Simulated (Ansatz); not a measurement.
# HgPd: zone-centre modes under pressure

HgPd, P4/mmm, a = 3.024 Å, c = 3.710 Å. The structure is a COD entry; whether it is the stable form wasn't checked. Ansatz: PBEsol, PAW, 420 eV, Γ-centred 14×14×12 mesh on 2 atoms, Fermi-Dirac smearing 0.15 eV; no spin polarisation. Cell and atoms are relaxed at each pressure with the symmetry kept; optical modes at Γ by linear response, in cm⁻¹, matched by rank (the highest 2 distinct ones).

| P (GPa) | V (Å³/atom) | ω1 | ω2 |
| --- | --- | --- | --- |
| 0 | 16.963 | 126.9 | 166.7 |
| 8 | 16.170 | 144.0 | 189.6 |
| 25 | 15.022 | ? | ? |

Task: Get each mode's Grüneisen parameter γ = −d ln ω/d ln V from the other rows and predict the missing frequencies.

Result: ln(V/V0) = 0.0000, -0.0479, -0.1215; a line through ln(ω/ω0) of the 2 known rows gives ω1: γ = 2.639, predicted 174.9, computed 171.0; ω2: γ = 2.687, predicted 231.1, computed 226.4. The worst miss is 2.3 %: γ isn't constant over this range. In a metal these frequencies hang on the mesh and smearing.

Spin–orbit coupling is left out, which can shift energies with elements as heavy as these.